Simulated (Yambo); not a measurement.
Bethe-Salpeter results for NaCoO$_{2}$

```xyz
4
Lattice="1.4445 0.8340 5.1157 -1.4445 0.8340 5.1157 0.0000 -1.6679 5.1157" Properties=species:S:1:pos:R:3 pbc="T T T"
O      0.0000     0.0000     3.5143
O      0.0000     0.0000    11.8328
Na     0.0000     0.0000     0.0000
Co     0.0000     0.0000     7.6735
```

Cell and atoms were relaxed with PBEsol from Materials Project entry mp-18921, within its symmetry.

BSE in Yambo on PBEsol (Quantum ESPRESSO, PseudoDojo norm-conserving, 96 Ry, no spin-orbit coupling) bands: 8×8×8 mesh, 5 valence and 3 conduction bands, static screening with 32 bands and a 4 Ry block, scissor 0.93 eV, Tamm-Dancoff; field along x.

```tsv
state	energy (eV)	states within 2 meV	relative strength	class	main transitions
1	0.96	2	< 0.01	dark	several band pairs
2	1.02	1	< 0.01	dark	several band pairs
3	1.47	1	< 0.01	dark	VB → CB (98 %)
4	1.48	2	1.00	strong	VB → CB (98 %)
5	1.51	1	< 0.01	dark	VB → CB (99 %)
6	1.55	2	< 0.01	dark	VB → CB (89 %)
7	1.66	2	0.48	strong	VB → CB (95 %)
8	1.66	1	< 0.01	dark	VB → CB (98 %)
```

These are vertical excitations (zero momentum); the indirect quasiparticle gap, about 1.71 eV, is smaller than the direct one (2.02 eV on the GW mesh). The direct quasiparticle gap on this mesh is 1.76 eV; counted from there, state 1 is bound by 0.80 eV. Convergence with the mesh was not shown.

Spin singlets only. Strengths are relative to the strongest of the lowest states of this run; strong means a line over 3 % of the spectrum's maximum, dark under 0.03 %. Absolute energies carry the error of the G0W0 scissor, whose convergence isn't established; the long-wavelength screening was taken along (1,1,1) although the crystal is anisotropic.

The 3d shell has no Hubbard U; the runs are without spin polarisation, and magnetic order was not tried.

The structure is a Materials Project entry; no match was found in the copy of COD used, and its stability was not checked.
